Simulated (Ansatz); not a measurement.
Consider a crystal of CaGd3Ru in space group Pm-3m (No. 221), with Ca on 1a; Gd on 3c; Ru on 1b.

Level of theory: Ansatz 0.2.0, DFT PBE, scalar-relativistic, plane waves, PAW. Cutoff 420 eV, Γ-centred mesh, Gaussian smearing, collinear spin.

The zero of energy is the elements' standard structures at the same level; no fitted shifts are applied.

Problem. Predict the relaxed structure.

Solution.

Space group Pm-3m (No. 221). a = 5.485 Å, b = 5.485 Å, c = 5.485 Å, α = 90.00°, β = 90.00°, γ = 90.00°
```
atom  site  symmetry       x       y       z
  Ca    1a      m-3m  0.0000  0.0000  0.0000
  Gd    3c    4/mm.m  0.0000  0.5000  0.5000
  Ru    1b      m-3m  0.5000  0.5000  0.5000
```

It has the antiperovskite type. Around Ca lie 12 Gd at 3.88 Å; Gd has 2 Ru at 2.74 Å, 4 Ca at 3.88 Å and 8 Gd at 3.88 Å; Ru is surrounded by 6 Gd at 2.74 Å.

Problem. And its energy and gap?

Solution. The formation energy is −0.13 eV/atom. The gap on the 8×8×8 mesh of the 5-atom cell is 0 eV (a metal), the net moment per atom is 4.27 μB and the moment by site is Gd 6.9 (×3) μB. It lies below the elements, which doesn't yet make it stable against other compounds or structures.

The last run used collinear spin and Gaussian smearing of 0.10 eV. The 4f shell of Gd is treated without a Hubbard U, which places its levels poorly. The magnetic state reached may not be the lowest. A structure relaxed within its symmetry needn't be a true minimum. Site moments count only spheres around the atoms; the net moment includes the space between them.
